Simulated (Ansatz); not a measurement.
Starting cell, PtSe₂ (CdI2 type):

```
PtSe2
1.0
    7.54477     0.00000     0.00000
   -1.88619     3.26698     0.00000
    0.00000     0.00000     4.81834
Pt Se
2 4
Cartesian
  0.00000   0.00000   0.00000
  3.77238   0.00000   0.00000
  1.88619   1.08899   1.27955
  5.65858   1.08899   1.27955
  0.00000   2.17799   3.53879
  3.77238   2.17799   3.53879
```

In each cell atom 3 (Se, nearest neighbour Pt at 2.526 Å; its periodic images, 3.8 Å or more away, move with it) moves by s·(-0.747, -0.431, -0.507) (towards the nearest neighbour), the rest being held.

Level of theory: PBE-D3(BJ) (plane waves to 420 eV, PAW, scalar-relativistic; Ansatz, a first-principles code). k mesh 11×11×8 (Γ-centred), Fermi-Dirac smearing 0.05 eV. The energy includes the smearing's −TS. Left out: 2 of 11 points, with atoms too close for the PAW data. With partly filled bands, energies and forces of such displacements shift with the k mesh and the smearing. PtSe2 is run without spin polarisation. PtSe2 was relaxed with its symmetry unable to fall. Spin-orbit coupling is left out, though Pt is heavy. ΔE is measured from the undisplaced structure. The last digit holds for this mesh only.

```json
[
 {"s (Å)": "-0.760", "ΔE (meV/cell)": "1190.5"},
 {"s (Å)": "-0.608", "ΔE (meV/cell)": "795.4"},
 {"s (Å)": "-0.456", "ΔE (meV/cell)": "504.5"},
 {"s (Å)": "-0.304", "ΔE (meV/cell)": "268.7"},
 {"s (Å)": "-0.152", "ΔE (meV/cell)": "82.1"},
 {"s (Å)": "0.000", "ΔE (meV/cell)": "0.0"},
 {"s (Å)": "0.152", "ΔE (meV/cell)": "123.4"},
 {"s (Å)": "0.304", "ΔE (meV/cell)": "withheld"},
 {"s (Å)": "0.456", "ΔE (meV/cell)": "1739.5"}
]
```

Q: Fit a polynomial form (powers 2, 3, 4) to the given rows and predict ΔE at s = 0.304.

A: Least squares on the 8 given rows: ΔE = (4492)·s² + (6505)·s³ + (4354)·s⁴, in meV/cell with s in Å; root-mean-square residual 2.21 meV/cell. At 0.304 the fit gives 635.1 meV/cell; the calculation gives 612.5 meV/cell, so the interpolation is off by 22.6 (+3.7 %). The quadratic term alone would give 415.1 meV/cell.

(For displaced atoms, the force is minus the slope of the energy, and its curvature is a force constant, which sets phonon frequencies.)
